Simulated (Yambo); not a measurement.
TlAlF4 (space group P4/mmm, No. 123): a test of whether the lowest BSE state is resolved, against the k mesh (Yambo, LDA bands; otherwise 13 valence and 4 conduction bands, static screening with 52 bands and a 3 Ry block, scissor 2.85 eV, Tamm-Dancoff).

```json
[
 {"k mesh": "4×4×2", "direct gap (eV)": "7.08", "lowest state (eV)": "5.92", "difference (eV)": "1.17", "k points taking part": "4.7", "rough cost": "about 1/20"},
 {"k mesh": "6×6×4", "direct gap (eV)": "7.08", "lowest state (eV)": "6.09", "difference (eV)": "0.99", "k points taking part": "16", "rough cost": "about 1/3"},
 {"k mesh": "8×8×4", "direct gap (eV)": "7.08", "lowest state (eV)": "6.16", "difference (eV)": "0.92", "k points taking part": "30", "rough cost": "1"}
]
```

The last step moves the difference by 0.07 eV. On the densest mesh the state covers enough k points to be a bound exciton; its binding is converged only as far as that last step shows.

These are vertical excitations (zero momentum); the indirect quasiparticle gap, about 6.95 eV, is smaller than the direct one (7.08 eV on the GW mesh). The scissor comes from a G0W0 run whose convergence isn't established; costs are rough.

Spin-orbit coupling is left out; with 6p states at a band edge it can lower the gap by many tenths of an eV, most of a small gap.

The standard potential for Tl keeps a d shell in the valence without the s and p states of that shell. In tests on such compounds this moved G0W0 gaps by up to about 0.9 eV, so absolute quasiparticle energies here are unreliable; differences between settings are what counts.

Geometry of the Materials Project entry, not relaxed at this level; primitive cell a = b = 3.636 Å, c = 6.306 Å, α = β = γ = 90.00°.
